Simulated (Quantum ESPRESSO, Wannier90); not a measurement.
## Mg2Ge (anti-fluorite), plane waves to Wannier functions

```
begin unit_cell_cart
ang
    0.0000000000    3.1842950000    3.1842950000
    3.1842950000    0.0000000000    3.1842950000
    3.1842950000    3.1842950000    0.0000000000
end unit_cell_cart
begin atoms_frac
Mg  -0.2500000000 -0.2500000000 -0.2500000000
Mg   0.2500000000  0.2500000000  0.2500000000
Ge   0.0000000000  0.0000000000  0.0000000000
end atoms_frac
```

Cell from Materials Project (mp-408), symmetrised, no further relaxation. COD (Crystallography Open Database) has an entry of this formula and space group (matched by these alone). Method: PBEsol plane waves in Quantum ESPRESSO 7.5 (PseudoDojo norm-conserving files, 68 Ry, spinors with spin-orbit coupling), Bloch states on a 6×6×6 mesh through Γ, Wannier90 4.0.1. Density: 8×8×8 mesh, Gaussian smearing 0.01 Ry.

A tight-binding model is made by disentanglement and projection with no localisation steps (num_iter = 0), so the 24 orbitals stay atom-like: hydrogen-like Mg: s;p; Ge: s;p, axes along x, y, z; frozen window up to 1.50 eV relative to the Fermi level. It follows pw.x to 13 meV rms for states up to 1.0 eV relative to the Fermi level. Matrix elements depend on this choice of orbitals and windows.

Question: What are the on-site energies relative to the Fermi level, and how fast do the hoppings decay?

Answer: 
```csv
atom,orbitals,energy (eV)
Mg1,s↑ s↓,1.51
Mg1,pz↑ pz↓ px↑ px↓ py↑ py↓,5.37
Mg2,s↑ s↓,1.51
Mg2,pz↑ pz↓ px↑ px↓ py↑ py↓,5.37
Ge3,s↑ s↓,-5.81
Ge3,pz↑ pz↓ px↑ px↓ py↑ py↓,2.25
```

| distance of the centres (Å) | largest modulus (eV) |
|---|---|
| 2–3 | 1.0 |
| 3–4 | 2.0 |
| 4–5 | 0.20 |
| 5–6 | 0.27 |
| 6–7 | 0.34 |
| 7–8 | 0.034 |
| 8–9 | 0.023 |
| 9–10 | 0.041 |
| 10–11 | 0.011 |
